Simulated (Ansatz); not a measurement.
In2Ge2O7:
```cif
data_Ge4In4O14
_chemical_formula_sum 'In4 Ge4 O14'
_space_group_name_H-M_alt 'C2/m'
_space_group_IT_number 12
_space_group_name_Hall '-C 2y'
_cell_length_a 6.70100
_cell_length_b 8.82366
_cell_length_c 4.94451
_cell_angle_alpha 90.000
_cell_angle_beta 102.477
_cell_angle_gamma 90.000
loop_
_atom_site_label
_atom_site_type_symbol
_atom_site_symmetry_multiplicity
_atom_site_Wyckoff_symbol
_atom_site_fract_x
_atom_site_fract_y
_atom_site_fract_z
_atom_site_occupancy
In1 In 4 g 0.00000 0.30716 0.00000 1
Ge1 Ge 4 i 0.23382 0.00000 0.40703 1
O1 O 8 j 0.23991 0.16537 0.21159 1
O2 O 2 c 0.50000 0.50000 0.50000 1
O3 O 4 i 0.09135 0.50000 0.27306 1
```
(The calculation used a cell of 11 atoms; values per cell refer to that cell.)

Relaxed with r²SCAN.

Problem. Give the optical modes at the zone centre with their infrared activity from DFPT, the program Ansatz at the r²SCAN level (PAW).

Solution. Transverse frequencies, without the LO–TO term; a row sums one degenerate level.

| ω (cm⁻¹) | degeneracy | IR ((D/Å)²/amu) | activity | symmetry |
|---|---|---|---|---|
| 8i | 1 | 3.21 | IR | Bu |
| 45 | 1 | 2.23 | IR | Au |
| 114 | 1 | 0.00 | IR-inactive | Bg |
| 135 | 1 | 0.00 | IR-inactive | Bg |
| 159 | 1 | 0.00 | IR-inactive | Ag |
| 161 | 1 | 0.34 | IR | Bu |
| 175 | 1 | 0.00 | IR-inactive | Bg |
| 192 | 1 | 2.87 | IR | Au |
| 215 | 1 | 20.73 | IR | Bu |
| 268 | 1 | 0.00 | IR-inactive | Ag |
| 270 | 1 | 7.79 | IR | Bu |
| 274 | 1 | 0.02 | IR | Au |
| 302 | 1 | 0.00 | IR-inactive | Ag |
| 307 | 1 | 2.82 | IR | Bu |
| 312 | 1 | 0.00 | IR-inactive | Ag |
| 329 | 1 | 0.00 | IR-inactive | Bg |
| 370 | 1 | 0.00 | IR-inactive | Ag |
| 394 | 1 | 0.00 | IR-inactive | Bg |
| 410 | 1 | 14.36 | IR | Au |
| 461 | 1 | 26.62 | IR | Bu |
| 480 | 1 | 0.00 | IR-inactive | Bg |
| 499 | 1 | 0.00 | IR-inactive | Ag |
| 533 | 1 | 6.15 | IR | Au |
| 720 | 1 | 38.65 | IR | Bu |
| 721 | 1 | 28.74 | IR | Au |
| 743 | 1 | 4.54 | IR | Bu |
| 797 | 1 | 0.00 | IR-inactive | Ag |
| 800 | 1 | 0.00 | IR-inactive | Bg |
| 822 | 1 | 0.00 | IR-inactive | Ag |
| 1020 | 1 | 16.92 | IR | Bu |

Problem. How high does the top mode go among those that the LO–TO term moves?

Solution. 1058 cm⁻¹ for q along x, 822 cm⁻¹ for q along y, 1025 cm⁻¹ for q along z.

The workflow started from a Materials Project entry (that database holds measured and hypothetical structures alike); the Crystallography Open Database files this formula in space group No. 12, but the cells were not matched. Whether it is the stable phase at ambient conditions was not checked. The r²SCAN relaxation kept the symmetry of its start; its stability against distortions is not shown here.

Potentials: the later of the program's two PAW sets.
